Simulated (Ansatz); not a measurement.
Ta$_{2}$O$_{5}$:
```xyz
14
Lattice="6.4099 2.4327 0.0000 -6.4099 2.4327 0.0000 -1.3203 0.0000 5.3722" Properties=species:S:1:pos:R:3 pbc="T T T"
Ta     0.7869     1.1987     4.1154
Ta    -2.7673     1.1987     3.9429
Ta    -2.1072     3.6667     1.2568
Ta     1.4470     3.6667     1.4293
O     -2.1062     2.6993     2.8195
O      0.1258     2.6993     5.2388
O      0.7859     2.1661     2.5527
O     -1.4461     2.1661     0.1334
O      2.6312     2.0891     4.6869
O     -4.6116     2.0891     3.3714
O     -3.9515     2.7763     0.6853
O      3.2913     2.7763     2.0008
O     -0.9902     0.5017     4.0292
O     -0.3301     4.3637     1.3431
```

This is the r²SCAN-relaxed structure.

Question: All from r²SCAN (plane waves, PAW; program Ansatz), unless another level is named. Give the electron effective mass.

Answer: 1.5, 1.7, 4.0 mₑ (principal values).

Question: Next, the band gap?

Answer: 3.68 eV (indirect).

Question: Next, the smallest direct gap on the standard path?

Answer: 3.88 eV.

Question: What about the valence-band maximum?

Answer: at Γ.

Space group C2/c. The start of the workflow was typed in or built on a structure type; neither database checked (COD, Materials Project) lists it. COD files the formula under space group No. 49, so this cell is another polymorph or a model. Whether it is the stable phase at ambient conditions was not checked. Symmetry was held in the r²SCAN relaxation; whether a distortion lowers the energy is not shown. No spin polarisation was allowed. Spin–orbit coupling is left out wherever it is not named.

Potentials: the earlier of the program's two PAW sets.
